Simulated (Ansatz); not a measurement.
Property card for Mg$_{2}$H$_{6}$Ru

Mg2H6Ru:
```cif
data_H24Mg8Ru4
_chemical_formula_sum 'Mg8 H24 Ru4'
_space_group_name_H-M_alt 'Fm-3m'
_space_group_IT_number 225
_space_group_name_Hall '-F 4 2 3'
_cell_length_a 6.51735
_cell_length_b 6.51735
_cell_length_c 6.51735
_cell_angle_alpha 90.000
_cell_angle_beta 90.000
_cell_angle_gamma 90.000
loop_
_atom_site_label
_atom_site_type_symbol
_atom_site_symmetry_multiplicity
_atom_site_Wyckoff_symbol
_atom_site_fract_x
_atom_site_fract_y
_atom_site_fract_z
_atom_site_occupancy
Mg1 Mg 8 c 0.25000 0.25000 0.25000 1
H1 H 24 e 0.00000 0.00000 0.25587 1
Ru1 Ru 4 a 0.00000 0.00000 0.00000 1
```
(The calculation used a cell of 9 atoms; values per cell refer to that cell.)

Space group Fm-3m (No. 225); conventional cell a = b = c = 6.5173 Å, α = β = γ = 90.00°.

Method: plane-wave PAW LDA (Ansatz code). The cell and atoms are relaxed at this level. Other levels are named where they apply.

### Cell and energy

```yaml
volume_per_atom: 7.69 Å³
density: 3.74 g/cm³
Formation energy from the elements (no fitted shifts): -0.46 eV/atom
```

### Electronic structure

```yaml
band_gap: 2.99 eV (smallest direct gap 2.99 eV)
valence_band_maximum: at W
conduction_band_minimum: on the Γ–X line, 89 % of the way from Γ (6 equivalent valleys)
electron_effective_mass: 0.47, 0.47, 5.1 mₑ (principal values)
```

### Mechanics

```yaml
Bulk modulus (Birch–Murnaghan fit): 85.1 GPa
Pressure derivative B′: 4.0
Elastic constants (relaxed ions, GPa): C11 = 161, C12 = 47.2, C44 = 58.4
mechanical_stability: stable (all eigenvalues of C positive)
hill_bulk_and_shear_moduli: 85.0 and 57.8 GPa
Young's modulus: 141 GPa
Poisson's ratio: 0.22
debye_temperature_from_the_elastic_constants: 656 K
```

### Dielectric response

```yaml
Electronic dielectric constant ε∞ (DFPT): 5.57
Static dielectric constant ε0 (ions relaxed, cell fixed): 17.1
Born charges (a third of the trace): Mg +2.13, H -0.12, Ru -3.56 e
```

### Phonons

```yaml
Highest zone-centre frequency (without LO–TO term): 2011 cm⁻¹
zone_centre_stability: no imaginary mode at Γ
dynamical_stability_on_the_path: stable (no imaginary branch)
zero_point_energy: 146.3 meV/atom
Vibrational entropy at 300 K: 12.0 J/(K·mol of atoms)
```

The first step of the workflow began from a Materials Project structure, measured or hypothetical; the Crystallography Open Database copy checked does not list it. Whether it is the stable phase at ambient conditions was not checked. The LDA relaxation kept the symmetry of its start. The run is not spin-polarised. The references are the lowest solids computed at this level, not always the standard phases (solids in place of the gases). Spin–orbit coupling is left out wherever it is not named.

Potentials: the later of the program's two PAW sets.
